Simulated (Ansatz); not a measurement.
**Notes on CaGaAu**

```
CELL_PARAMETERS angstrom
7.30365 0.00000 0.00000
0.00000 4.55550 0.00000
0.00000 0.00000 7.75599
ATOMIC_POSITIONS crystal
Ga 0.18070 0.25000 0.07920
Ga 0.31930 0.75000 0.57920
Ga 0.68070 0.25000 0.42080
Ga 0.81930 0.75000 0.92080
Au 0.29470 0.25000 0.40630
Au 0.20530 0.75000 0.90630
Au 0.79470 0.25000 0.09370
Au 0.70530 0.75000 0.59370
Ca 0.00620 0.25000 0.69940
Ca 0.49380 0.75000 0.19940
Ca 0.50620 0.25000 0.80060
Ca 0.99380 0.75000 0.30060
```

Method: r2SCAN, no spin polarisation; PAW, plane waves to 500 eV, 5×8×5 Γ-centred mesh, fermi-dirac occupations (width 0.1171 eV) (Ansatz 0.2.0), atoms fixed.

(1) What does the stress say?

(2) Are the atoms at rest?

(3) Metal or insulator?

(4) Is it stable against the elements?

Origin: a database entry at a rescaled volume.

Results:

(1) The pressure is -1.0 GPa (compression positive), so with the atoms held at these fractions the cell would first shrink.

(2) Nearly at rest: the largest force is 0.036 eV/Å.

(3) It is a metal, with about 5.5 states/eV a cell as the mean within 0.25 eV of the Fermi level, mostly Ga p (63 %).

(4) -0.77 eV an atom against the elements' usual phases (free molecules for gases, crystals otherwise, with no correction for O₂ or N₂), so it is bound against them; other compounds may still compete. Relaxing would lower it.
